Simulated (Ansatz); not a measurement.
Input file for Ansatz (a program for electronic structure):

Ansatz 0.2 input:
```yaml
crystal:
  lattice:
    - [3.257166293, 2.0553047285, 0.0]
    - [-3.257166293, 2.0553047285, 0.0]
    - [-2.1965780656, 0.0, 4.5060632879]
  atoms:
    - { symbol: Mg, position: [0.5, 0.5, 0.5] }
    - { symbol: S, position: [0.9421294818, 0.0578705182, 0.7690690791] }
    - { symbol: S, position: [0.0578705182, 0.9421294818, 0.2309309209] }
kpoints:
  mp_grid: { grid: [6, 6, 5] }
hamiltonian:
  xc: hse06
  pseudopotentials: { kind: paw }
scf:
  n_extra_bands: 6
  occupations: { method: fixed }
output:
  eigenvalues: true
  eigenstates:
    e_range: [-9.0, 9.2]
    kpoints:
      - [0.0, 0.0, 0.5]  # VBM
      - [0.0, 0.0, 0.5]  # CBM
      - [0.0, 0.0, 0.0]  # GAMMA
      - [-0.5, 0.5, 0.0]  # Y_2
      - [0.0, 0.0, 0.5]  # A
      - [-0.5, 0.5, 0.5]  # M_2
      - [0.0, 0.5, 0.0]  # V_2
      - [0.0, 0.5, 0.5]  # L_2
      - [0.3731977922, 0.3731977922, 0.0]  # C
      - [-0.3731977922, 0.6268022078, 0.0]  # C_2
      - [-0.3030466763, 0.6969533237, 0.5]  # D
      - [0.3030466763, 0.3030466763, 0.5]  # D_2
```

Output (shortened):

```
Pseudopotential: Mg, paw, valence charge 10
Pseudopotential: S, paw, valence charge 6
Functional definition: HSE06
davidson cushion auto → on  (no smearing: the cushion is to keep the highest requested band from converging to the state above it …
Crystal: 3 atoms, lattice volume = 60.331 Å³
Basis set: ecut = 420 eV, 1197 PW (Γ)
Bands: 17, of which v1, the nominal top of the filled ones, is band 11 counted from 1 (10 counted from 0)
Symmetry: 4 space group operations
Space group: C2/m (ITA 12), of the structure as read, at distance tolerance 3.9e-5 Å
k-points: 55 of 180
SCF iter   1: F=—  HF=-3730.428823 eV  |F-HF|=—  |Δ(HF+E_count)|=         —  Δρ=1.73e-3  dr2=1.44e-3  ethr=1.77e-3  ⟨swp⟩=9.2  Hψ=5036  notcnv=0
preconditioner: auto → none
SCF iter   2: F=—  HF=-3730.428743 eV  |F-HF|=—  |Δ(HF+E_count)|=   8.00e-5  Δρ=7.32e-4  dr2=1.98e-4  ethr=6.54e-6  ⟨swp⟩=4.4  Hψ=3019  notcnv=0  defer=8
SCF iter   3: F=-3730.428925 eV  HF=-3730.428922 eV  |F-HF|=2.72e-6  |Δ(HF+E_count)|=   1.79e-4  Δρ=2.19e-4  dr2=3.57e-5  ethr=9.02e-7  ⟨swp⟩=3.1  Hψ=2739  notcnv=0
SCF 1 stopped early in 3 iterations: F = -3730.428925 eV  dr2 = 3.57e-5
Crystal: 3 atoms, lattice volume = 60.331 Å³
Exchange kernel: α = 0.2500, screened, ω = 0.2079 Å⁻¹, Wigner–Seitz truncation, v(0) = 1046.6853 eV·Å³, q-mesh 6×6×5, nearest image of the exchange supercell L …
Frozen-core exchange: fock
SCF iter   1: F=—  HF=-3731.925708 eV  |F-HF|=—  |Δ(HF+E_count)|=         —  Δρ=4.44e-3  dr2=6.50e-3  ethr=1.62e-6  ⟨swp⟩=7.5  Hψ=5032  notcnv=0
preconditioner: auto → none
SCF iter   2: F=—  HF=-3731.922837 eV  |F-HF|=—  |Δ(HF+E_count)|=   2.87e-3  Δρ=1.78e-3  dr2=1.64e-3  ethr=1.62e-6  ⟨swp⟩=3.8  Hψ=3078  notcnv=0
SCF iter   3: F=—  HF=-3731.922460 eV  |F-HF|=—  |Δ(HF+E_count)|=   3.76e-4  Δρ=3.54e-4  dr2=6.69e-4  ethr=1.62e-6  ⟨swp⟩=3.0  Hψ=2912  notcnv=0
SCF iter   4: F=—  HF=-3731.927724 eV  |F-HF|=—  |Δ(HF+E_count)|=   5.26e-3  Δρ=5.56e-4  dr2=1.14e-4  ethr=4.61e-7  ⟨swp⟩=4.1  Hψ=3661  notcnv=0
iter 5 solved again at ethr=9.52e-9 eV; its pass at ethr=4.61e-7 eV (dr2=2.10e-6 eV) is discarded
SCF iter   5: F=—  HF=-3731.927689 eV  |F-HF|=—  |Δ(HF+E_count)|=   3.49e-5  Δρ=6.93e-5  dr2=1.26e-5  ethr=9.52e-9  ⟨swp⟩=3.0  Hψ=4477  notcnv=0
SCF iter   6: F=-3731.927770 eV  HF=-3731.927772 eV  |F-HF|=2.03e-6  |Δ(HF+E_count)|=   8.21e-5  Δρ=8.75e-5  dr2=4.04e-6  ethr=9.52e-9  ⟨swp⟩=4.3  Hψ=3534  notcnv=0
SCF 2 stopped early in 6 iterations: F = -3731.927770 eV  dr2 = 4.04e-6
hybrid outer 1: dexx = +5.973e-3 eV, tail = 3.04e-5 eV
Crystal: 3 atoms, lattice volume = 60.331 Å³
Exchange kernel: α = 0.2500, screened, ω = 0.2079 Å⁻¹, Wigner–Seitz truncation, v(0) = 1046.6853 eV·Å³, q-mesh 6×6×5, nearest image of the exchange supercell L …
Frozen-core exchange: fock
SCF iter   1: F=—  HF=-3731.927705 eV  |F-HF|=—  |Δ(HF+E_count)|=         —  Δρ=3.38e-5  dr2=5.16e-7  ethr=6.90e-7  ⟨swp⟩=2.2  Hψ=2102  notcnv=0
preconditioner: auto → none
iter 2 solved again at ethr=1.14e-10 eV; its pass at ethr=2.25e-9 eV (dr2=2.51e-8 eV) is discarded
SCF iter   2: F=-3731.927705 eV  HF=-3731.927705 eV  |F-HF|=1.62e-9  |Δ(HF+E_count)|=   1.78e-7  Δρ=9.81e-6  dr2=4.24e-8  ethr=1.14e-10  ⟨swp⟩=2.2  Hψ=5170  notcnv=0
SCF 3 converged in 2 iterations: F = -3731.927705 eV  dr2 = 4.24e-8
hybrid outer 2: dexx = +1.158e-7 eV, tail = 9.59e-8 eV, Δε = 1.93e-3 eV (about 2.25e-4 eV left of the loop's levels)
the search or the solves at the SCF's close seem to have found levels that the self-consistency loop had missed (the run counts 1) …
NSCF: frozen V_eff on 12 k-points
hybrid SCF converged: 2 outer / 8 inner (+3 warm-up), last move |dexx| = 1.16e-7 eV, tail = 9.59e-8 eV
Stability not checked (fock_operator)
Free energy (F): -3731.927705 eV
Frozen-core exchange: fock
Harris-Foulkes:  -3731.927705 eV  (|F-HF|=1.62e-9)
Internal energy: -3731.927705 eV  (E = F + TS)
E sigma→0 (E₀):  -3731.927705 eV
Fermi energy:    5.126127 eV
--- Per-component energies (eV) ---
  E_band       = -407.718337
  E_kinetic    = 291.495424
  E_local      = -1962.847329  (includes V_loc(G=0)·N_el)
  E_nonlocal   = 151.274242
  E_hartree    = 706.837565
  E_xc         = -180.612995
  E_vxc        = -172.011403  (∫ρ·V_xc dr)
  E_exx        = -74.190308  (= α·E_x^exact, valence–valence)
  E_paw        = -1463.628271  (= ΣΔE_a)
  E_vpaw       = 19.073103  (= ΣTr[D̂ρ^β])
  E_aug_tail   = 0.000001  (compensation charges beyond the density's cutoff)
  E_ewald      = -1200.034457
  E_core_change = -0.221578  (= ΣΔE_core)
  E_smearing   =  0.000000  (= −TS)
  E_closure    =  0.000000  (closes the sum)
  Σ components = -3731.927705   (vs F -3731.927705, Δ=4.55e-13)
  [band-id]    e_kinetic+e_local+e_nonlocal+2·e_hartree+e_vxc+2·e_exx+e_vpaw+e_augmentation_tail = -407.721448   (vs E_band -407.718337, Δ=-3.11e-3)
--- Band table (eV; the first three rows and the last of 55) ---
  k-point 0: bands = ["-75.1039", "-40.0102", "-40.0011", "-39.9942", "-11.3586", "-6.1012", "-1.8801", "2.2144", "2.6969", "4.0877", "4.1395", "9.1744", "9.4177", "12.4433", "12.7476", "13.3337", "14.5507"]
  k-point 1: bands = ["-75.1039", "-40.0102", "-40.0011", "-39.9942", "-11.1730", "-6.9399", "-0.6762", "2.0941", "2.4106", "4.2428", "4.5712", "8.4695", "9.9569", "12.0279", "12.0286", "13.0983", "13.9441"]
  k-point 2: bands = ["-75.1039", "-40.0102", "-40.0012", "-39.9942", "-10.7661", "-8.0541", "1.2723", "1.9318", "2.1047", "4.4528", "5.1261", "7.5273", "9.0343", "11.7006", "12.4640", "12.8126", "14.1541"]
  k-point 54: bands = ["-75.1038", "-40.0113", "-40.0024", "-39.9962", "-10.5576", "-6.7504", "-0.7948", "0.3396", "1.6329", "2.9864", "2.9996", "8.1428", "9.7258", "11.0397", "14.4720", "15.7983", "16.3435"]
```

Cost: around 5 core-minutes (rough) on shared cores.

The points marked VBM and CBM come from a semilocal run.

The first step of the workflow began from a Materials Project structure, measured or hypothetical; the Crystallography Open Database copy checked does not list it. Whether it is the stable phase at ambient conditions was not checked. Symmetry was held in the PBEsol relaxation; whether a distortion lowers the energy is not shown.

Potentials: the later of the program's two PAW sets.

Ansatz is a plane-wave DFT program.
